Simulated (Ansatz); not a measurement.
## ZnSnP2: from a starting cell to a relaxed one

The relaxed structure here is a generated cell of ZnSnP2: the first start was made by placing the elements on the sites of a structure type, and the end was not matched to a known phase here, so it may be hypothetical.

The start is a generated trial cell of ZnSnP2 in the AFLOW prototype ABC2_tP4_123_d_a_f (as in CaCuO2). A full variable-cell relaxation at zero pressure is run with PBEsol (plane waves to 420 eV, PAW, scalar-relativistic; Ansatz, an electronic-structure program). First-step values are on the input's coarse k-mesh.

Ansatz input (later rounds restart from its end on a renewed k-mesh):
Ansatz 0.2 input:
```yaml
crystal:
  lattice:
    - [4.752871, 0, 0]
    - [0, 4.752871, 0]
    - [0, 0, 3.9384659]
  atoms:
    - { symbol: Zn, position: [0.5, 0.5, 0.5] }
    - { symbol: Sn, position: [0, 0, 0] }
    - { symbol: P, position: [0, 0.5, 0] }
    - { symbol: P, position: [0.5, 0, 0] }
basis: { ecutwfc: 420, ecutrho_ratio: 4, xc_grid: 2, fft_grid_basis: typed }
kpoints: { mp_grid: { grid: [5, 5, 6] } }
hamiltonian:
  xc: pbesol
  dispersion: none
  pseudopotentials: { kind: paw }
scf: { occupations: { method: fermi_dirac, width: 0.05 } }
relax: { f_tol: 0.01, max_steps: 100, cell: { stress_tol: 0.02 } }
output: { forces: true, stress: true }
```

Energy released: 0.60 to 0.66 eV/atom (the two k-meshes of the run give this range)
Optimiser moves: 20

The end point of the relaxation:

```cif
data_P2SnZn
_chemical_formula_sum 'Zn1 Sn1 P2'
_space_group_name_H-M_alt 'P4/mmm'
_space_group_IT_number 123
_space_group_name_Hall '-P 4 2'
_cell_length_a 5.27508
_cell_length_b 5.27508
_cell_length_c 2.67593
_cell_angle_alpha 90.000
_cell_angle_beta 90.000
_cell_angle_gamma 90.000
loop_
_atom_site_label
_atom_site_type_symbol
_atom_site_symmetry_multiplicity
_atom_site_Wyckoff_symbol
_atom_site_fract_x
_atom_site_fract_y
_atom_site_fract_z
_atom_site_occupancy
Zn1 Zn 1 d 0.50000 0.50000 0.50000 1
Sn1 Sn 1 a 0.00000 0.00000 0.00000 1
P1 P 2 f 0.00000 0.50000 0.00000 1
```

Final values are on a 9×9×17 k-mesh of the relaxed cell. No spin polarisation in the result.

The run could not lose the symmetry of its start, so the end can be a saddle point.

All atoms sit on sites fixed by symmetry, so only the cell could relax.
